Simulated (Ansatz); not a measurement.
Ansatz input file:

```yaml
crystal:
  lattice:
    - [3.9060686984, 0.0, 0.0]
    - [0.0, 3.9060686984, 0.0]
    - [0.0, 0.0, 3.9060686984]
  atoms:
    - { symbol: K, position: [0.0, 0.0, 0.0] }
    - { symbol: Co, position: [0.5, 0.5, 0.5], spin: 2.8 }
    - { symbol: F, position: [0.0, 0.5, 0.5] }
    - { symbol: F, position: [0.5, 0.0, 0.5] }
    - { symbol: F, position: [0.5, 0.5, 0.0] }
basis:
  ecutwfc: 420
kpoints:
  mp_grid: { grid: [10, 10, 10] }
hamiltonian:
  xc: pbesol
scf:
  occupations: { method: gaussian, width: 0.1 }
output:
  forces: true
  stress: true
  eigenvalues: true
  populations: true
magnetization:
  spin_polarized: true
```

Run as
```bash
ansatz run input.yaml --threads 1 --pin off --max-ram 2560MiB --backend cpu --events-out ev --progress --plain --runs-dir out
```

These are results of DFT PBEsol, scalar-relativistic, plane waves, PAW (Ansatz), not measurements.

Abridged output:

```
Pseudopotentials: kind: paw
Pseudopotential: K, paw, valence charge 9, recommended cutoff 420 eV (normal)
Pseudopotential: Co, paw, valence charge 17, recommended cutoff 420 eV (normal)
Pseudopotential: F, paw, valence charge 7, recommended cutoff 420 eV (normal)
Functional definition: PBEsol
Crystal: 5 atoms, lattice volume = 59.596 Å³
Basis set: ecut = 420 eV, 1189 PW (Γ), exchange–correlation on 54×54×54 points (8 copies of the dense FFT grid, shifted against one another)
Bands: 30, of which v1, the nominal top of the filled ones, is band 24 counted from 1 (23 counted from 0)
Symmetry: 48 space group operations
Space group: Pm-3m (ITA 221), of the structure as read, at distance tolerance 3.9e-5 Å
Magnetic group: BNS 221.92 (UNI 1594), of the structure as read, at distance tolerance 3.9e-5 Å
k-points: 56 of 1000
Initial density: superposition of atomic densities (chi_scale 0.1, normalization cell, long waves kept (reshape's long-wave potential 0.00 eV rms))
Starting moments: Σ|m| = 2.8 μB on 1 of 5 sites
Initial wavefunctions: pseudopotential atomic-orbital guess
Functional: x = pbesol(κ = 0.804, μ = 0.12345679), c = pbesol(β = 0.046)
SCF iter   1: F=—  HF=-9018.351364 eV  |F-HF|=—  |Δ(HF+E_count)|=         —  Δρ=2.92e-1 (↑1.20e-1 ↓2.92e-1) dr2=6.17e1  dr2_m=8.31e0  M=0.646 μB ∫|m|=0.695 μB  β_m=0.30  ethr=3.10e-3  ⟨swp⟩=6.3  Hψ=14380  notcnv=0
Mixer restart at iter 1: flushing history
spin=Collinear: Kerker preconditioning applied to the charge; magnetization (m = ρ↑ − ρ↓) channel mixes plain (no charge-response kernel on spin).
SCF iter   2: F=—  HF=-9013.613111 eV  |F-HF|=—  |Δ(HF+E_count)|=    4.74e0  Δρ=5.59e-2 (↑3.45e-2 ↓5.59e-2) dr2=4.88e0  dr2_m=1.35e-1  M=2.014 μB ∫|m|=2.015 μB  β_m=0.33  ethr=3.10e-3  ⟨swp⟩=3.8  Hψ=8586  notcnv=0  defer=169
SCF iter   3: F=—  HF=-9012.877592 eV  |F-HF|=—  |Δ(HF+E_count)|=   7.36e-1  Δρ=3.26e-2 (↑3.10e-2 ↓3.26e-2) dr2=1.44e0  dr2_m=2.48e-1  M=2.422 μB ∫|m|=2.424 μB  β_m=0.65  ethr=3.10e-3  ⟨swp⟩=2.5  Hψ=5462  notcnv=0  defer=162
SCF iter   4: F=—  HF=-9012.558065 eV  |F-HF|=—  |Δ(HF+E_count)|=   3.20e-1  Δρ=4.72e-2 (↑1.46e-2 ↓4.72e-2) dr2=6.66e-1  dr2_m=3.37e-1  M=2.954 μB ∫|m|=2.970 μB  β_m=0.78  ethr=3.05e-3  ⟨swp⟩=3.2  Hψ=7399  notcnv=0  defer=158
SCF iter   5: F=—  HF=-9012.505921 eV  |F-HF|=—  |Δ(HF+E_count)|=   5.21e-2  Δρ=1.89e-2 (↑1.09e-2 ↓1.89e-2) dr2=1.73e-1  dr2_m=7.68e-2  M=2.999 μB ∫|m|=3.021 μB  β_m=0.77  ethr=1.42e-3  ⟨swp⟩=2.4  Hψ=7514  notcnv=0  defer=160
SCF iter   6: F=—  HF=-9012.482301 eV  |F-HF|=—  |Δ(HF+E_count)|=   2.36e-2  Δρ=6.58e-3 (↑3.69e-3 ↓6.58e-3) dr2=2.17e-2  dr2_m=1.18e-2  M=2.996 μB ∫|m|=3.019 μB  β_m=0.89  ethr=3.68e-4  ⟨swp⟩=2.2  Hψ=5593  notcnv=0  defer=160
SCF iter   7: F=—  HF=-9012.477585 eV  |F-HF|=—  |Δ(HF+E_count)|=         —  Δρ=2.70e-3 (↑1.01e-3 ↓2.70e-3) dr2=2.29e-3  dr2_m=1.17e-3  M=2.995 μB ∫|m|=3.020 μB  β_m=0.89  ethr=4.62e-5  ⟨swp⟩=2.2  Hψ=5695  notcnv=0  defer=160
Mixer restart at iter 7: flushing history
SCF iter   8: F=—  HF=-9012.477723 eV  |F-HF|=—  |Δ(HF+E_count)|=   1.38e-4  Δρ=6.66e-4 (↑6.66e-4 ↓5.40e-4) dr2=4.30e-4  dr2_m=1.32e-4  M=2.993 μB ∫|m|=3.018 μB  β_m=0.94  ethr=4.86e-6  ⟨swp⟩=2.0  Hψ=6276  notcnv=0  defer=160
SCF iter   9: F=—  HF=-9012.477718 eV  |F-HF|=—  |Δ(HF+E_count)|=   5.07e-6  Δρ=6.19e-4 (↑6.13e-4 ↓6.19e-4) dr2=4.33e-4  dr2_m=2.44e-6  M=2.993 μB ∫|m|=3.018 μB  β_m=0.78  ethr=9.15e-7  ⟨swp⟩=2.0  Hψ=6164  notcnv=0  defer=160
SCF iter  10: F=—  HF=-9012.477493 eV  |F-HF|=—  |Δ(HF+E_count)|=   2.26e-4  Δρ=2.04e-4 (↑1.82e-4 ↓2.04e-4) dr2=8.24e-5  dr2_m=3.66e-7  M=2.993 μB ∫|m|=3.018 μB  β_m=0.86  ethr=9.15e-7  ⟨swp⟩=2.0  Hψ=6074  notcnv=0  defer=160
SCF iter  11: F=—  HF=-9012.476729 eV  |F-HF|=—  |Δ(HF+E_count)|=   7.64e-4  Δρ=8.26e-5 (↑8.26e-5 ↓7.90e-5) dr2=3.08e-5  dr2_m=3.12e-8  M=2.993 μB ∫|m|=3.018 μB  β_m=0.93  ethr=1.75e-7  ⟨swp⟩=2.1  Hψ=4931  notcnv=0  defer=160
SCF iter  12: F=—  HF=-9012.476718 eV  |F-HF|=—  |Δ(HF+E_count)|=   1.11e-5  Δρ=4.32e-5 (↑3.12e-5 ↓4.32e-5) dr2=2.07e-6  dr2_m=8.01e-8  M=2.993 μB ∫|m|=3.017 μB  β_m=0.95  ethr=6.55e-8  ⟨swp⟩=2.2  Hψ=4874  notcnv=0  defer=161
SCF iter  13: F=—  HF=-9012.476718 eV  |F-HF|=—  |Δ(HF+E_count)|=   3.18e-7  Δρ=1.70e-5 (↑1.58e-5 ↓1.70e-5) dr2=3.09e-7  dr2_m=2.62e-9  M=2.993 μB ∫|m|=3.017 μB  β_m=0.97  ethr=4.40e-9  ⟨swp⟩=2.0  Hψ=5987  notcnv=0  defer=160
SCF iter  14: F=-9012.476718 eV  HF=-9012.476718 eV  |F-HF|=3.48e-9  |Δ(HF+E_count)|=   2.48e-8  Δρ=1.97e-6 (↑1.33e-6 ↓1.97e-6) dr2=2.28e-9  dr2_m=7.01e-10  M=2.993 μB ∫|m|=3.017 μB  ethr=2.13e-10  ⟨swp⟩=8.1  Hψ=15975  notcnv=0
SCF 1 converged in 14 iterations: F = -9012.476718 eV  dr2 = 2.28e-9
the search or the solves at the SCF's close seem to have found levels that the self-consistency loop had missed (the run counts 2). By its estimate they hold under 1e-12 electrons; where the run keeps them, the occupations were computed again with them
SCF converged after 14 iterations
Magnetization: 2.9926 μB (24.9963 up, 22.0037 down)
Absolute magnetization: 3.0174 μB (∫|ρ↑−ρ↓|, with the PAW one-centre terms)
Spin contamination: 0.0050 ħ² per cell (⟨S²⟩ above its minimum at these occupations)
Per-site moments (μB) at R_I (Å): [(-0.00140938, 1.13932816), (2.51207322, 0.80562666), (0.10005685, 0.80562666), (0.10005685, 0.80562666), (0.10005685, 0.80562666)]
Free energy (F): -9012.476718 eV
Harris-Foulkes:  -9012.476718 eV  (|F-HF|=3.48e-9)
Internal energy: -9012.452445 eV  (E = F + TS)
E sigma→0 (E₀):  -9012.464582 eV
Entropy (-TS):   -0.024273 eV (-4.855 meV/atom)
Fermi energy:    8.890159 eV
--- Per-component energies (eV) ---
  E_band       = -528.587791
  E_kinetic    = 1319.461733
  E_local      = -6194.636215  (includes V_loc(G=0)·N_el)
  E_nonlocal   = 706.625029
  E_hartree    = 2514.725896
  E_xc         = -524.291583
  E_vxc        = -668.806001  (∫ρ·V_xc dr)
  E_paw        = -2830.834196  (= ΣΔE_a)
  E_vpaw       = -720.689733  (= ΣTr[D̂ρ^β])
  E_aug_tail   = 0.006266  (compensation charges beyond the density's cutoff)
  E_ewald      = -4003.933007
  E_core_change = 0.423632  (= ΣΔE_core)
  E_smearing   = -0.024273  (= −TS)
--- Forces (eV/Å), atoms counted from 1 ---
  atom   1  K      0.00000000     0.00000000     0.00000000
  atom   2  Co     0.00000000     0.00000000     0.00000000
  atom   3  F      0.00000000     0.00000000     0.00000000
  atom   4  F      0.00000000     0.00000000     0.00000000
  atom   5  F      0.00000000     0.00000000     0.00000000
--- Stress (GPa, compression-positive) ---
        9.754819       0.000000       0.000000
        0.000000       9.754819       0.000000
        0.000000       0.000000       9.754819
  P = ⅓ Tr σ = 9.7548 GPa (97.548 kbar)
--- Band table (eV; the first three rows and the last of 112) ---
  k-point 0 ↑: bands = ["-87.7172", "-51.1586", "-51.1586", "-51.1586", "-20.7017", "-15.9436", "-15.2449", "-15.2449", "-4.2796", "-4.2796", "-4.2796", "1.6093", "1.6093", "1.6093", "3.6488", "3.6488", "3.6488", "3.9455", "3.9455", "3.9455", "6.0267", "6.0267", "6.0267", "6.1164", "6.1164", "11.6838", "14.6999", "14.6999", "17.3675", "17.3675"]
  k-point 1 ↑: bands = ["-87.7172", "-51.1587", "-51.1585", "-51.1585", "-20.6973", "-15.9310", "-15.2545", "-15.2439", "-4.2759", "-4.2722", "-4.2722", "1.5057", "1.6172", "1.6172", "3.5878", "3.5878", "3.6220", "3.7617", "3.9032", "3.9032", "6.0286", "6.1166", "6.1190", "6.1190", "6.3244", "11.8802", "14.7973", "14.8220", "17.3842", "17.3866"]
  k-point 2 ↑: bands = ["-87.7171", "-51.1590", "-51.1585", "-51.1585", "-20.6858", "-15.8972", "-15.2802", "-15.2413", "-4.2662", "-4.2530", "-4.2530", "1.2409", "1.6392", "1.6392", "3.4002", "3.4150", "3.4150", "3.5529", "3.8294", "3.8294", "6.0336", "6.1173", "6.3363", "6.3363", "6.7434", "12.4320", "15.0580", "15.1404", "17.4291", "17.4339"]
  k-point 55 ↓: bands = ["-84.5588", "-48.0733", "-48.0733", "-48.0733", "-20.6070", "-15.1656", "-15.1656", "-15.1656", "-4.5316", "-4.5316", "-4.5316", "-0.0033", "1.9832", "1.9832", "2.3760", "2.3760", "2.3760", "4.4887", "4.4887", "4.4887", "9.2101", "9.2101", "9.2101", "11.7986", "11.7986", "15.1203", "15.1203", "15.1203", "18.8928", "18.8928"]
--- Löwdin populations: 5 sites ---
  site symbol q [e]    m [muB]
     0      K      8.1864     0.0000
     1     Co     15.7363     2.6179
     2      F      7.6325     0.1246
     3      F      7.6325     0.1246
     4      F      7.6325     0.1246
  spilling = 0.003827 (of n_electrons = 47.000000)
```

The calculation finished and met its thresholds.

The run took 28 s on 1 thread of Arm Neoverse V1, with other jobs on the host, peak memory 0.42 GiB.

The cell holds one magnetic atom, so it can only be ferromagnetic; an antiferromagnetic order may lie lower.